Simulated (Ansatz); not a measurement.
KY₃F₁₀ in space group Fm-3m (No. 225; K on 8c, Y on 24e, F on 32f, F on 48i), PBEsol in the plane-wave PAW code Ansatz. The conduction-band minimum lies at Γ, with 1 equivalent valley. Second derivatives d²E/dk² of the lowest band at one valley (eV·Å²), along Cartesian directions:

| direction | d²E/dk² |
|---|---|
| [100] | 8.605 |
| [010] | 8.605 |
| [001] | 8.605 |
| [110] | 8.605 |
| [101] | 8.605 |
| [011] | 8.605 |

Find the principal effective masses, the density-of-states mass and the conductivity mass.

Off-diagonal terms follow from H_xy = H[110] − (H_xx + H_yy)/2, and m*/mₑ = 7.620 eV·Å² over each eigenvalue: 0.89, 0.89, 0.89. One valley's DOS mass (m₁m₂m₃)^(1/3) = 0.89, conductivity mass 3/(Σ 1/mᵢ) = 0.89 mₑ.

What effective density of states Nc follows at 300 K for parabolic valleys?

Nc = 2.509e19 × 1 × (0.89)^(3/2) ≈ 2.1e19 cm⁻³.

The first step of the workflow began from a Materials Project structure, measured or hypothetical; the Crystallography Open Database files this formula in space group No. 225, but the cells were not matched. Its standing as an ambient phase is unchecked. The PBEsol relaxation kept the symmetry of its start; its stability against distortions is not shown here. The run is not spin-polarised. Spin–orbit coupling is left out wherever it is not named.

Potentials: the later of the program's two PAW sets.

Edges and masses are those of Kohn–Sham bands, whose gap is no quasiparticle gap.
